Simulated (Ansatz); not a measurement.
**Structure relaxation, Al$_{2}$Cu**

The start is a generated cell, Al2Cu built in the Al2Cu structure type. The structure is fully relaxed (lattice and positions, P = 0) with PBEsol (plane waves to 420 eV, PAW, scalar-relativistic; Ansatz, a quantum-chemistry and plane-wave program). The first steps use a coarse 9×9×9 k-mesh.

Input geometry:
```
Al2Cu
1.0
   -3.02000     3.02000     2.43000
    3.02000    -3.02000     2.43000
    3.02000     3.02000    -2.43000
Al Cu
4 2
Cartesian
  0.95432   3.97432   0.00000
  0.95432   2.06568   2.43000
  2.06568   0.95432   0.00000
  2.06568  -0.95432   2.43000
  0.00000   0.00000   1.21500
  0.00000   0.00000   3.64500
```

**Question.** What pressure does the first self-consistent step give?

**Answer.** -2.4 GPa (negative: the cell is under tension).

**Question.** What is the largest force in the starting geometry, and on which atom (counted from 1)?

**Answer.** 0.09 eV/Å, on Al1, Al2, Al3, Al4 (atoms numbered as listed).

**Question.** How much energy is released per atom?

**Answer.** Under 0.01 eV/atom.

**Question.** How does the volume per atom move from start to end?

**Answer.** -2.2 %, from 14.78 to 14.45 Å³/atom.

**Question.** How do the shortest distances between atoms change?

**Answer.** The closest pairs of elements (up to four, under 3.6 Å), start → end: Cu–Cu 2.43 → 2.41 Å; Al–Cu 2.58 → 2.56 Å; Al–Al 2.70 → 2.70 Å.

**Question.** What band gap does the relaxed structure have at this level?

**Answer.** No gap (metallic).

The space group stays I4/mcm (No. 140) (the run could not lower it); the end is AFLOW prototype A2B_tI12_140_h_a (C16, as in Al2Cu), with 6 atoms in the primitive cell. Final values are on a 12×12×12 k-mesh of the relaxed cell. No spin polarisation in the result.

The run could not lose the symmetry of its start.
